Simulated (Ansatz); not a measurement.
An elastic tensor (GPa, Voigt order, standard axes) from the program Ansatz at the r²SCAN level (PAW):

```csv
,1,2,3,4,5,6
1,346,53.7,21.1,0.0,0.0,0.0
2,53.7,346,21.1,0.0,0.0,0.0
3,21.1,21.1,389,0.0,0.0,0.0
4,0.0,0.0,0.0,116,0.0,0.0
5,0.0,0.0,0.0,0.0,116,0.0
6,0.0,0.0,0.0,0.0,0.0,146
```

Which compound is it?
A) AlN, wurtzite
B) BeS, wurtzite
C) BAs, wurtzite
D) CdTe, wurtzite

C, BAs, wurtzite

Space group P6_3mc (wurtzite). The workflow started from a Materials Project entry (that database holds measured and hypothetical structures alike); the Crystallography Open Database copy checked does not list it. It is not the phase usual at ambient conditions (space group No. 216). The r²SCAN relaxation kept the symmetry of its start; its stability against distortions is not shown here.

Potentials: the earlier of the program's two PAW sets. The files were generated under PBE; for other functionals the program regenerates the frozen cores, and for LDA and PBEsol the local potential too.
